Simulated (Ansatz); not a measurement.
**Magnetic orders of CrOs**

Method: DFT r2SCAN, scalar-relativistic, plane waves, PAW (Ansatz 0.2.0).

```yaml
crystal:
  lattice:
    - [1.83113, 1.83113, 3.72526]
    - [1.83113, 3.72526, 1.83113]
    - [3.72526, 1.83113, 1.83113]
  atoms:
    - { symbol: Cr, position: [0.00000, 0.00000, 0.00000] }
    - { symbol: Os, position: [0.50000, 0.50000, 0.50000] }
```

| Item | Value |
| --- | --- |
| plane-wave cutoff | 500 eV |
| Γ-centred k-mesh | 18×18×18 |
| occupation rule | Gaussian smearing, 0.1 eV |
| list of starting moments (μB, in atom order) | 4.5 0 |
| check for lower electronic states after the SCF | off |

All runs keep this geometry, which isn't relaxed for the lowest state (largest force there 0.000 eV/Å, pressure 5.7 GPa) and needn't be a stable compound; relaxing each order can shift differences of a few meV. A propagation vector, in units of the reciprocal vectors, doubles the cell, which takes an equally dense mesh. Spin–orbit coupling is left out, which for heavy magnetic ions can matter as much as these differences. r2SCAN tends to overstate moments in metals, so a weak moment here may be absent in the real material. Site moments are spin moments in atom-centred spheres that scale with the neighbour distance. The states are those that the runs reached from these starts; a lower one can exist.

Question: Starts tried: no spin; large parallel starting moments; antiferromagnetic, doubled cell, propagation vector (0, 0, 1/2). Which state comes out lowest, and what are the moments?

Answer: The lowest state is antiferromagnetic, reached from the start “antiferromagnetic, doubled cell, propagation vector (0, 0, 1/2)”, with site moments (μB) Cr +2.13, Cr -2.13.

| start | ends | energy above lowest (meV/atom) | site moments (μB) | gap on mesh (eV) | P (GPa) |
| --- | --- | --- | --- | --- | --- |
| no spin | non-magnetic | 86.5 | none over 0.05 | metal | -6.3 |
| large parallel starting moments | ferromagnetic | 60.6 | Cr +1.90, Os -0.27 | metal | 4.9 |
| antiferromagnetic, doubled cell, propagation vector (0, 0, 1/2) | antiferromagnetic | 0.00 | Cr +2.13, Cr -2.13 | metal | 5.7 |

Cost: 3 runs of about 5.7 core-minutes in all, on Intel Xeon Platinum 8488C (Sapphire Rapids) (shared hosts).